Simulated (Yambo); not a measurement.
BSE-type run in Yambo on CaC₂ (space group P-1, No. 2), at zero momentum.

Quantum ESPRESSO step (PBEsol, PseudoDojo standard norm-conserving files, scalar-relativistic):
```
&CONTROL
  calculation = 'nscf'
  pseudo_dir = './pseudo'
  outdir = './out'
/
&SYSTEM
  ibrav = 0
  nat = 6
  ntyp = 2
  ecutwfc = 82.0
  ecutrho = 328.0
  occupations = 'fixed'
  force_symmorphic = .true.
  nbnd = 58
/
&ELECTRONS
  conv_thr = 6.000000000000001e-09
  diago_full_acc = .true.
  diago_thr_init = 1e-08
/
ATOMIC_SPECIES
C 12.0110 C.upf
Ca 40.0780 Ca.upf
CELL_PARAMETERS angstrom
  3.855810000000   0.000000000000   0.000000000000
  1.839890000000   3.520688000000   0.000000000000
  0.409617000000   1.001635000000   7.181869000000
ATOMIC_POSITIONS crystal
C   0.131450000000   0.400510000000   0.060160000000
C   0.868550000000   0.599490000000   0.939840000000
C   0.448160000000   0.634410000000   0.433960000000
C   0.551840000000   0.365590000000   0.566040000000
Ca   0.225550000000   0.980600000000   0.752470000000
Ca   0.774450000000   0.019400000000   0.247530000000
K_POINTS automatic
4 4 2 0 0 0
```

Yambo input:
```
rim_cut
optics
bse
bss
dipoles
em1s
RandQpts= 1000000
RandGvec= 1 Ry
FFTGvecs= 40 Ry
Chimod= "HARTREE"
BSKmod= "SEX"
BSEmod= "resonant"
BSSmod= "hs"
BSENGexx= 15 Ry
BSENGBlk= 3 Ry
% BSEQptR
 1 | 1 |
%
% BSEBands
 11 | 33 |
%
% BEnRange
 0.0 | 11.1 | eV
%
% BDmRange
 0.15 | 0.15 | eV
%
BEnSteps= 222
% BLongDir
 1.0 | 0.0 | 0.0 |
%
BSHayTrs= -0.02
BSSNEig= 24
WRbsWF
% BndsRnXs
 1 | 54 |
%
NGsBlkXs= 3 Ry
% LongDrXs
 1.0 | 1.0 | 1.0 |
%
```

From the report:

The dimension is k points × valence × conduction bands = 32 × 8 × 15 = 3840.
```
  [SLEPC] Approach                          : Krylov-Schur
  [SLEPC] Number of requested eigenvalues   :  24
  [SLEPC] Number of eigenvalues        [NEV]:  24
   [K] Dimension                                    :   3840
   [K] Bands                                        :   11   33
   [K] Exchange res                                 : yes
   [K] Correlation res                              : yes
   [K] W interaction is bare                        : no
   [K] RL vectors exchange                          :   655
   [K] RL vectors correlation                       :   57
   [W] Matrix size                                  :   57
   [W] Bands                                        :    1   54
   [W] Coulomb Cutoff                               : none
   [W] Hxc Kernel                                   : HARTREE
```

Geometry of the Materials Project entry, not relaxed at this level.
